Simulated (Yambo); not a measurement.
```xyz
9
Lattice="0.0000 4.4141 4.4141 4.4141 0.0000 4.4141 4.4141 4.4141 0.0000" Properties=species:S:1:pos:R:3 pbc="T T T"
F      4.4141     7.1243     4.4141
F      4.4141     1.7039     4.4141
F      1.7039     4.4141     4.4141
F      7.1243     4.4141     4.4141
F      4.4141     4.4141     7.1243
F      4.4141     4.4141     1.7039
Si     0.0000     0.0000     0.0000
Cs     6.6212     6.6212     6.6212
Cs     2.2071     2.2071     2.2071
```

The geometry is that of Materials Project entry mp-4047, symmetrised and not relaxed again.

Question: Where are the main features of Im ε from RPA with local fields on PBEsol bands (Yambo; 4×4×4 mesh, 132 bands, 3 Ry local-field block, 0.2 eV broadening; field along x)?

Answer: Peaks at 10.0 eV (1.6), 10.9 eV (1.4), 15.0 eV (1.4), 17.1 eV (2.4), 18.5 eV (1.7), heights in brackets. Structure narrower than a few tenths of an eV can come from the finite k mesh. Convergence of the RPA response with its 4×4×4 mesh was not tested. No excitonic effects at this level.
